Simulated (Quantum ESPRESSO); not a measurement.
# TaHf3O7N: finding a planted mistake in a log

Computed values, not a measurement. The program is pw.x of Quantum ESPRESSO 7.5 (plane-wave density functional theory). The cell is made up: 12 atoms on a rutile lattice, with randomly drawn elements, strain and displacements, not relaxed. PseudoDojo standard norm-conserving files (v0.5 for PBE, v0.4.1 for LDA and PBEsol) set the functional; there is no spin polarisation, spin-orbit coupling or dispersion term, and the masses in the input are unused placeholders.

The hafnium pseudopotential is less sure than the others, with forces about 3 percent (worst 6) and pressure in oxides about 1.5 GPa (worst 2.7) from a second method in checks, which no rerun with the same files tests.

Intended input:

```
&control calculation='scf', pseudo_dir='./dojo.nc.sr.pbe.v0_5.standard.upf', outdir='./o', disk_io='low', tprnfor=.true., tstress=.true. /
&system ibrav=0, nat=12, ntyp=4, nbnd=54, ecutwfc=84.00895049, nosym=.true., tot_charge=0,
 occupations='smearing', smearing='fd', degauss=0.0018374661
/
&electrons conv_thr=7.350e-09, electron_maxstep=60, /
ATOMIC_SPECIES
Hf 1.0 Hf.upf
N 1.0 N.upf
O 1.0 O.upf
Ta 1.0 Ta.upf
CELL_PARAMETERS angstrom
4.7 -0.0441 0.0172
-0.0441 4.7125 -0.0523
0.0228 -0.0692 6.3409
ATOMIC_POSITIONS angstrom
Ta -0.0188 -0.0399 -0.0314
Hf 2.2263 2.2708 1.5434
Hf 0.0695 -0.1021 3.1406
Hf 2.4457 2.2457 4.7546
O 1.4468 1.3175 0.0706
N 3.3682 3.1631 -0.0484
O 3.8109 1.003 1.5459
O 0.7429 3.7446 1.4693
O 1.3486 1.3929 3.0498
O 3.2782 3.1821 3.1554
O 3.6488 0.7518 4.6916
O 1.0336 3.7405 4.7413
K_POINTS automatic
5 5 4 1 1 1
```

The log is shortened where brackets say so; the opening notice, blank lines, dates and the lines on written files are dropped, and the path of the files is cut. It prints rydbergs, bohrs and kilobars, and counts compression as positive stress. Where no state is partly filled, the Fermi energy that it prints is only some level between the filled and the empty states on the mesh, and need not lie in the true gap.

Log of the intended run:

```
     Program PWSCF v.7.5
     Parallel version (MPI & OpenMP), running on       4 processor cores
     Number of MPI processes:                 4
     Threads/MPI process:                     1
     [start-up lines left out]
     bravais-lattice index     =            0
     lattice parameter (alat)  =       8.8822  a.u.
     unit-cell volume          =     947.5466 (a.u.)^3
     number of atoms/cell      =           12
     number of atomic types    =            4
     number of electrons       =        96.00
     number of Kohn-Sham states=           54
     kinetic-energy cutoff     =      84.0090  Ry
     charge density cutoff     =     336.0358  Ry
     scf convergence threshold =      7.3E-09
     mixing beta               =       0.7000
     number of iterations used =            8  plain     mixing
     Exchange-correlation= PBE
                           (   1   4   3   4   0   0   0)
     [axes and pseudopotential details left out]
   Cartesian axes
     site n.     atom                  positions (alat units)
         1        Ta     tau(   1) = (  -0.0039998  -0.0084889  -0.0066805  )
         2        Hf     tau(   2) = (   0.4736568   0.4831244   0.3283663  )
         3        Hf     tau(   3) = (   0.0147865  -0.0217223   0.6681789  )
         4        Hf     tau(   4) = (   0.5203353   0.4777843   1.0115657  )
         5        O      tau(   5) = (   0.3078142   0.2803049   0.0150205  )
         6        N      tau(   6) = (   0.7166020   0.6729659  -0.0102974  )
         7        O      tau(   7) = (   0.8107887   0.2133934   0.3288982  )
         8        O      tau(   8) = (   0.1580558   0.7966830   0.3126012  )
         9        O      tau(   9) = (   0.2869216   0.2963467   0.6488607  )
        10        O      tau(  10) = (   0.6974540   0.6770082   0.6713277  )
        11        O      tau(  11) = (   0.7763011   0.1599493   0.9981621  )
        12        O      tau(  12) = (   0.2199037   0.7958107   1.0087361  )
     number of k points=    50  Fermi-Dirac smearing, width (Ry)=  0.0018
                       cart. coord. in units 2pi/alat
        k(    1) = (   0.1006177   0.1017180   0.0934054), wk =   0.0400000
        k(    2) = (   0.0999586   0.1037688   0.2787445), wk =   0.0400000
     [further k points left out]
     Dense  grid:    98517 G-vectors     FFT dimensions: (  54,  54,  72)
     Estimated max dynamical RAM per process >     304.66 MB
     Estimated total dynamical RAM >       1.12 GB
     Initial potential from superposition of free atoms
     starting charge      95.9935, renormalised to      96.0000
     Starting wfcs are   72 randomized atomic wfcs
     total cpu time spent up to now is        3.8 secs
     per-process dynamical memory:   233.0 Mb
     Self-consistent Calculation
     iteration #  1     ecut=    84.01 Ry     beta= 0.70
     Davidson diagonalization with overlap
     ethr =  1.00E-02,  avg # of iterations =  2.0
     total cpu time spent up to now is        9.7 secs
     total energy              =    -719.97494654 Ry
     estimated scf accuracy    <       4.88361626 Ry
     iteration #  2     ecut=    84.01 Ry     beta= 0.70
     Davidson diagonalization with overlap
     ethr =  5.09E-03,  avg # of iterations =  3.9
     total cpu time spent up to now is       17.6 secs
     total energy              =    -719.56180859 Ry
     estimated scf accuracy    <      12.85440864 Ry
     [iterations 3 to 13 left out]
     iteration # 14     ecut=    84.01 Ry     beta= 0.70
     Davidson diagonalization with overlap
     ethr =  1.64E-10,  avg # of iterations =  4.9
     total cpu time spent up to now is      101.5 secs
     total energy              =    -722.39069166 Ry
     estimated scf accuracy    <       0.00000002 Ry
     iteration # 15     ecut=    84.01 Ry     beta= 0.70
     Davidson diagonalization with overlap
     ethr =  2.01E-11,  avg # of iterations =  3.8
     total cpu time spent up to now is      108.1 secs
     End of self-consistent calculation
     [lines on levels left out]
     the Fermi energy is    11.9468 ev
!    total energy              =    -722.39069166 Ry
     estimated scf accuracy    <          3.7E-09 Ry
     smearing contrib. (-TS)   =      -0.00000000 Ry
     internal energy E=F+TS    =    -722.39069166 Ry
     The total energy is F=E-TS. E is the sum of the following terms:
     one-electron contribution =    -157.81678696 Ry
     hartree contribution      =     131.42260153 Ry
     xc contribution           =    -180.77141663 Ry
     ewald contribution        =    -515.22508960 Ry
     convergence has been achieved in  15 iterations
     Forces acting on atoms (cartesian axes, Ry/au):
     atom    1 type  4   force =    -0.10291945   -0.04799510   -0.00096935
     atom    2 type  1   force =     0.08719230    0.06313112    0.00544999
     atom    3 type  1   force =    -0.04521263    0.00973329    0.02311628
     atom    4 type  1   force =    -0.03657379    0.03637722   -0.00580743
     atom    5 type  3   force =    -0.03242976   -0.02071426   -0.08273899
     atom    6 type  2   force =     0.01762935    0.06504765    0.01279862
     atom    7 type  3   force =     0.03702911   -0.07938379   -0.01261074
     atom    8 type  3   force =     0.05193362   -0.00406995   -0.02913312
     atom    9 type  3   force =     0.00681074    0.00521948    0.06615254
     atom   10 type  3   force =    -0.02077107   -0.00809015   -0.01056949
     atom   11 type  3   force =     0.10369565   -0.07618229    0.03007406
     atom   12 type  3   force =    -0.06638406    0.05692677    0.00423763
     Total force =     0.290679     Total SCF correction =     0.000181
     Computing stress (Cartesian axis) and pressure
          total   stress  (Ry/bohr**3)                   (kbar)     P=      184.12
   0.00125861   0.00018464  -0.00002331          185.15       27.16       -3.43
   0.00018464   0.00130552   0.00024052           27.16      192.05       35.38
  -0.00002331   0.00024052   0.00119083           -3.43       35.38      175.18
     init_run     :      3.62s CPU      3.75s WALL (       1 calls)
     electrons    :    104.05s CPU    104.31s WALL (       1 calls)
     forces       :      1.49s CPU      1.50s WALL (       1 calls)
     stress       :      5.07s CPU      5.18s WALL (       1 calls)
     [timing details left out]
     PWSCF        :   1m54.32s CPU   1m54.85s WALL
     JOB DONE.
```

A second run was made from an input with one planted mistake. Its log:

```
     Program PWSCF v.7.5
     Parallel version (MPI & OpenMP), running on       4 processor cores
     Number of MPI processes:                 4
     Threads/MPI process:                     1
     [start-up lines left out]
     bravais-lattice index     =            0
     lattice parameter (alat)  =       8.8822  a.u.
     unit-cell volume          =     947.5466 (a.u.)^3
     number of atoms/cell      =           12
     number of atomic types    =            4
     number of electrons       =        96.00
     number of Kohn-Sham states=           54
     kinetic-energy cutoff     =      84.0090  Ry
     charge density cutoff     =     336.0358  Ry
     scf convergence threshold =      3.7E-03
     mixing beta               =       0.7000
     number of iterations used =            8  plain     mixing
     Exchange-correlation= PBE
                           (   1   4   3   4   0   0   0)
     [axes and pseudopotential details left out]
   Cartesian axes
     site n.     atom                  positions (alat units)
         1        Ta     tau(   1) = (  -0.0039998  -0.0084889  -0.0066805  )
         2        Hf     tau(   2) = (   0.4736568   0.4831244   0.3283663  )
         3        Hf     tau(   3) = (   0.0147865  -0.0217223   0.6681789  )
         4        Hf     tau(   4) = (   0.5203353   0.4777843   1.0115657  )
         5        O      tau(   5) = (   0.3078142   0.2803049   0.0150205  )
         6        N      tau(   6) = (   0.7166020   0.6729659  -0.0102974  )
         7        O      tau(   7) = (   0.8107887   0.2133934   0.3288982  )
         8        O      tau(   8) = (   0.1580558   0.7966830   0.3126012  )
         9        O      tau(   9) = (   0.2869216   0.2963467   0.6488607  )
        10        O      tau(  10) = (   0.6974540   0.6770082   0.6713277  )
        11        O      tau(  11) = (   0.7763011   0.1599493   0.9981621  )
        12        O      tau(  12) = (   0.2199037   0.7958107   1.0087361  )
     number of k points=    50  Fermi-Dirac smearing, width (Ry)=  0.0018
                       cart. coord. in units 2pi/alat
        k(    1) = (   0.1006177   0.1017180   0.0934054), wk =   0.0400000
        k(    2) = (   0.0999586   0.1037688   0.2787445), wk =   0.0400000
     [further k points left out]
     Dense  grid:    98517 G-vectors     FFT dimensions: (  54,  54,  72)
     Estimated max dynamical RAM per process >     304.66 MB
     Estimated total dynamical RAM >       1.12 GB
     Initial potential from superposition of free atoms
     starting charge      95.9935, renormalised to      96.0000
     Starting wfcs are   72 randomized atomic wfcs
     total cpu time spent up to now is        3.9 secs
     per-process dynamical memory:   233.0 Mb
     Self-consistent Calculation
     iteration #  1     ecut=    84.01 Ry     beta= 0.70
     Davidson diagonalization with overlap
     ethr =  1.00E-02,  avg # of iterations =  2.0
     total cpu time spent up to now is        9.9 secs
     total energy              =    -719.97494654 Ry
     estimated scf accuracy    <       4.88361626 Ry
     iteration #  2     ecut=    84.01 Ry     beta= 0.70
     Davidson diagonalization with overlap
     ethr =  5.09E-03,  avg # of iterations =  3.9
     total cpu time spent up to now is       18.0 secs
     total energy              =    -719.56180859 Ry
     estimated scf accuracy    <      12.85440864 Ry
     [iterations 3 to 5 left out]
     iteration #  6     ecut=    84.01 Ry     beta= 0.70
     Davidson diagonalization with overlap
     ethr =  4.97E-05,  avg # of iterations =  7.5
     total cpu time spent up to now is       46.2 secs
     total energy              =    -722.38955135 Ry
     estimated scf accuracy    <       0.00437378 Ry
     iteration #  7     ecut=    84.01 Ry     beta= 0.70
     Davidson diagonalization with overlap
     c_bands:  1 eigenvalues not converged
     ethr =  4.56E-06,  avg # of iterations = 10.8
     total cpu time spent up to now is       55.5 secs
     End of self-consistent calculation
     [lines on levels left out]
     the Fermi energy is    11.9497 ev
!    total energy              =    -722.39034527 Ry
     estimated scf accuracy    <       0.00047792 Ry
     smearing contrib. (-TS)   =      -0.00000000 Ry
     internal energy E=F+TS    =    -722.39034527 Ry
     The total energy is F=E-TS. E is the sum of the following terms:
     one-electron contribution =    -157.80031851 Ry
     hartree contribution      =     131.41009771 Ry
     xc contribution           =    -180.77503488 Ry
     ewald contribution        =    -515.22508960 Ry
     convergence has been achieved in   7 iterations
     Forces acting on atoms (cartesian axes, Ry/au):
     atom    1 type  4   force =    -0.10234408   -0.04739708   -0.00014783
     atom    2 type  1   force =     0.08712203    0.06337842    0.00396093
     atom    3 type  1   force =    -0.04505530    0.00944609    0.02267619
     atom    4 type  1   force =    -0.03671688    0.03646919   -0.00434241
     atom    5 type  3   force =    -0.03317830   -0.02156138   -0.08335707
     atom    6 type  2   force =     0.01767896    0.06496924    0.01267395
     atom    7 type  3   force =     0.03770443   -0.07982888   -0.01284028
     atom    8 type  3   force =     0.05130789   -0.00400443   -0.02935807
     atom    9 type  3   force =     0.00606684    0.00480307    0.06645022
     atom   10 type  3   force =    -0.01975682   -0.00691281   -0.01067153
     atom   11 type  3   force =     0.10413073   -0.07672436    0.03061645
     atom   12 type  3   force =    -0.06695950    0.05736294    0.00433945
     Total force =     0.291272     Total SCF correction =     0.061603
     SCF correction compared to forces is large: reduce conv_thr to get better values
     Computing stress (Cartesian axis) and pressure
          total   stress  (Ry/bohr**3)                   (kbar)     P=      184.79
   0.00126124   0.00014955  -0.00002338          185.54       22.00       -3.44
   0.00014955   0.00130786   0.00024069           22.00      192.39       35.41
  -0.00002338   0.00024069   0.00119937           -3.44       35.41      176.43
     init_run     :      3.67s CPU      3.79s WALL (       1 calls)
     electrons    :     51.43s CPU     51.62s WALL (       1 calls)
     forces       :      1.48s CPU      1.50s WALL (       1 calls)
     stress       :      5.08s CPU      5.20s WALL (       1 calls)
     [timing details left out]
     PWSCF        :   1m 1.80s CPU   1m 2.27s WALL
     JOB DONE.
```

Question: what was wrong in the second input?

Answer: the self-consistency threshold is too loose. The input lines that differ, file-writing options aside:

```
- &electrons conv_thr=7.350e-09, electron_maxstep=60, /
+ &electrons conv_thr=3.675e-03, electron_maxstep=60, /
```

|  | intended run | run with the mistake |
| --- | --- | --- |
| free energy (eV) | -9828.626 | -9828.621 |
| smearing term -TS (eV) | 0.0000 | 0.0000 |
| pressure (GPa) | 18.41 | 18.48 |
| largest force component (eV/Å) | 2.666 | 2.677 |
| largest change of a force component (eV/Å) |  | 0.038 |
| iterations | 15 | 7 |

For scale, a rerun of the intended cell at 1437 eV and a 7 x 7 x 6 mesh moved values by no more than 0.004 eV in energy, 0.03 GPa in stress and 0.002 eV/Å in force.